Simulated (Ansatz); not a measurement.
One crystal and one scan (energy over volume and axial ratio) at two levels, PBE (plane waves to 420 eV, PAW, scalar-relativistic; Ansatz, an electronic-structure program) and PBEsol (plane waves to 420 eV, PAW, scalar-relativistic; Ansatz), each from its own relaxed cell and on its own mesh. The cell shown is that of PBE.

CsSnI3 (cubic perovskite)

```xyz
5
Lattice="6.2713 0.0000 0.0000 0.0000 6.2713 0.0000 0.0000 0.0000 6.2713" Properties=species:S:1:pos:R:3 pbc="T T T"
Cs     0.0000     0.0000     0.0000
Sn     3.1357     3.1357     3.1357
I      0.0000     3.1357     3.1357
I      3.1357     3.1357     0.0000
I      3.1357     0.0000     3.1357
```

Two coordinates are scanned: the volume, and the ratio of the stretch along z (the conventional c axis) to the stretch across it. Atoms keep their fractional coordinates.

E stands for the smeared free energy. CsSnI3 was relaxed with its symmetry unable to fall. Spin-orbit coupling is left out, though I is heavy. This is a high-temperature form of CsSnI3. (PBE) On this mesh the relaxed cell isn't quite at rest: it carries a pressure of 0.1 GPa (compression positive) at the zero of the scan. Percentages come from the unrounded values. Both scans cover V/V₀ from 0.920 to 1.080 and (c/a)/(c/a)₀ from 0.960 to 1.040.

Results of PBE:

| Quantity | Value |
|---|---|
| Lattice constant a (Å) | 6.271 |
| Shear modulus C′ = (C11 − C12)/2 (fit, atoms clamped) (GPa) | 15.9 |

Estimate the PBEsol values.


```csv
quantity,PBEsol,PBE − PBEsol
Lattice constant a (Å),6.130,+0.141 (+2.3 %)
"Shear modulus C′ = (C11 − C12)/2 (fit, atoms clamped) (GPa)",19.8,-3.9 (-20 %)
```

PBE gives the higher value for: lattice constant a. PBE gives the lower value for: shear modulus C′. Neither level is exact: the differences show how much the result hangs on the functional.

(A scan under strain: stresses follow from slopes of the energy per volume, elastic moduli from its curvatures.)
